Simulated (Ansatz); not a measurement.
## Two states of CrHgF₆

```xyz
8
Lattice="4.9607 -0.7269 -0.2330 0.2598 4.4169 0.3764 -0.0601 -0.2178 5.3475" Properties=species:S:1:pos:R:3 pbc="T T T"
F     3.9841    3.5772    4.6697
F     3.4254    0.9747    0.1268
F     0.1189    1.0864    1.4536
F     1.5532    3.2127    2.9644
F     2.2016    1.5863    4.0206
F     2.3286    0.4501    2.0171
Cr    3.9612    2.5630    2.1948
Hg    1.4939    3.6274    5.5414
```

Method: PBE, with U = 5.12 eV and J = 0.58 eV on Cr d (all-electron-ortho-atomic projectors); PAW, plane waves to 420 eV, 4×4×4 (shifted by 0.5, 0.5, 0 steps) mesh, fermi-dirac occupations (width 0.0196 eV) (Ansatz 0.2.0), atoms fixed.

State A: F2 down, F5 down, F6 down, Cr7 up (collinear spin). State B: F6 down, Cr7 up (collinear spin).

**Question.** Compare the two self-consistent states.

**Answer.** State A is lower by 4.4 meV an atom at zero smearing.

| state | free energy (meV/atom) | largest moment in a small sphere (μB) | net moment (μB/cell) | gap on mesh (eV) | pressure (GPa) | largest force (eV/Å) |
| --- | --- | --- | --- | --- | --- | --- |
| A | 0.0 | 3.66 | 2.00 | 0.28 | -3.8 | 2.65 |
| B | 4.4 | 3.66 | 4.00 | 0.23 | -4.3 | 3.32 |

Origin: a disordered cell, so it need not be a known compound. Caveats: an odd or shifted mesh can miss the band edges, so this level's true gap may be smaller; no spin-orbit coupling, which can shift this gap by tenths of an eV; atoms or cell far from equilibrium.
